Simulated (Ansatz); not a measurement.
## Ca$_{3}$GeN under strain

The calculation used Ansatz 0.2.0, DFT PBEsol, scalar-relativistic, plane waves, PAW. Settings: 420 eV cutoff, 8×8×8 k-mesh, Gaussian smearing of 0.10 eV, no spin polarisation.

Reference structure (relaxed):

```
CELL_PARAMETERS angstrom
4.75475 0.00000 0.00000
0.00000 4.75475 0.00000
0.00000 0.00000 4.75475
ATOMIC_POSITIONS crystal
Ca 0.00000 0.50000 0.50000
Ca 0.50000 0.00000 0.50000
Ca 0.50000 0.50000 0.00000
Ge 0.00000 0.00000 0.00000
N 0.50000 0.50000 0.50000
```

Deformation: all cell vectors scaled alike, the atoms relaxed, all within the symmetry that the strain leaves. Energies are extrapolated to zero smearing.

A cell with an odd number of electrons and no spin polarisation is a metal by construction and may be lower with spin.

```
strain (%)  ΔE (meV/atom) a (Å) b (Å) c (Å)
      -6.0          158.5  4.469  4.469  4.469
      -4.0           66.0  4.565  4.565  4.565
      -2.0           15.5  4.660  4.660  4.660
      +0.0            0.0  4.755  4.755  4.755
      +2.0           13.5  4.850  4.850  4.850
      +4.0           51.1  4.945  4.945  4.945
      +6.0          108.3  5.040  5.040  5.040
```

Question: What stiffness (1/V) d²E/dε² at zero strain does a cubic fit over all points give?

Answer: A cubic fit gives (1/V) d²E/dε² = 553 GPa at zero strain (nine times the bulk modulus at fixed shape).